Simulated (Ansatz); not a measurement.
An elastic constant from a strain scan in SnO2

Theory: DFT LDA, scalar-relativistic, plane waves, PAW in Ansatz 0.2.0. Settings: plane waves to 420 eV, k-mesh 10×10×10 (Γ-centred), Gaussian smearing 0.05 eV. No spin polarisation. Energies are free energies at this smearing, counted from the undisturbed cell; pressure is positive in compression.

The starting cell (relaxed at this level; this form isn't the usual structure):

```yaml
crystal:
  lattice:
    - [-1.98611, 1.98611, 5.09017]
    - [1.98611, -1.98611, 5.09017]
    - [1.98611, 1.98611, -5.09017]
  atoms:
    - { symbol: Sn, position: [0.75000, 0.25000, 0.50000] }
    - { symbol: Sn, position: [0.00000, 0.00000, 0.00000] }
    - { symbol: O, position: [0.79700, 0.79700, 0.00000] }
    - { symbol: O, position: [0.95300, 0.45300, 0.50000] }
    - { symbol: O, position: [0.20300, 0.20300, 0.00000] }
    - { symbol: O, position: [0.54700, 0.04700, 0.50000] }
```

The cell is strained by ε times the Voigt pattern (0, 1, 0, 0, 0, 0) (xx, yy, zz, yz, xz, xy; engineering shear) with fractional coordinates fixed. The cell holds 6 atoms in V0 = 80.32 Å³. The stress column is τ = (1/V0) dE/dε, got from the stress tensor σ (compression positive) at each point as −det(1 + εP) σ : P(1 + εP)⁻¹, with P the pattern as a tensor.

| ε | ΔE (meV/atom) | τ (GPa) |
| --- | --- | --- |
| -0.1000 | 226.502 | -64.430 |
| -0.0750 | 116.066 | -42.171 |
| -0.0500 | 47.073 | -24.585 |
| -0.0250 | 10.752 | -10.761 |
| 0.0000 | 0.000 | 0.016 |
| 0.0250 | 9.091 | 8.326 |
| 0.0500 | 33.380 | 14.637 |
| 0.0750 | 69.118 | 19.332 |
| 0.0875 | 90.292 | 21.178 |
| 0.1000 | ? | ? |

Which combination of elastic constants does this scan measure, and how large is it?

For small ε, τ = τ0 + Kε with K = pᵀCp, which for this pattern is C22 in the Cartesian frame shown. The parabola through τ at ε = -0.0250, 0 and 0.0250 has slope K = 382 GPa at zero. The energies per cell, E = NΔE, of the same two points give K = 2[E(ε₊)/ε₊ − E(ε₋)/ε₋]/[(ε₊ − ε₋)V0] = 380 GPa, in agreement. These are clamped-ion values.

Predict the withheld row at ε = 0.1000 from the harmonic law, and compare.

ΔE = V0(τ0 ε + Kε²/2)/N = 159.611 meV/atom and τ = 38.19 GPa. The calculation gives 113.238 meV/atom and 22.74 GPa: the energy lies 29 % below the harmonic value, as bonds soften when stretched.

Forces appear on the atoms along this scan, and letting them relax would lower the energy and soften the response.